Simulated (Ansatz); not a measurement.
Put Bi4Te in P6/mmm (No. 191): Bi on 4h; Te on 1a.

All numbers below come from DFT PBE, scalar-relativistic, plane waves, PAW in Ansatz. Cutoff 420 eV, Γ-centred mesh, Gaussian smearing, no spin polarisation.

The zero of energy is the elements' standard structures at the same level; no fitted shifts are applied.

**Question.** Which cell and coordinates does it relax to?

**Answer.**

Space group P6/mmm (No. 191). a = 5.614 Å, b = 5.614 Å, c = 6.584 Å, α = 90.00°, β = 90.00°, γ = 120.00°
| atom | site | symmetry | x | y | z |
| --- | --- | --- | --- | --- | --- |
| Bi | 4h | 3m. | 0.3333 | 0.6667 | 0.7510 |
| Te | 1a | 6/mmm | 0.0000 | 0.0000 | 0.0000 |

Bi is surrounded by 5 Bi at 3.24–3.31 Å and 3 Te at 3.63 Å; around Te lie 12 Bi at 3.63 Å. Another local minimum with the same sites may exist.

**Question.** Where does its energy lie, and is it a metal?

**Answer.** The formation energy is +0.11 eV/atom and the gap on the 12×12×6 mesh of the 5-atom cell is 0 eV (a metal). A positive value: parting into the elements would lower its energy.

The last run used Gaussian smearing of 0.10 eV. These runs have no spin–orbit coupling, which can matter for Bi and Te. The reference form of Te is held partly by dispersion forces, which this level lacks. Symmetry constrained the relaxation, so the result can be a saddle point.
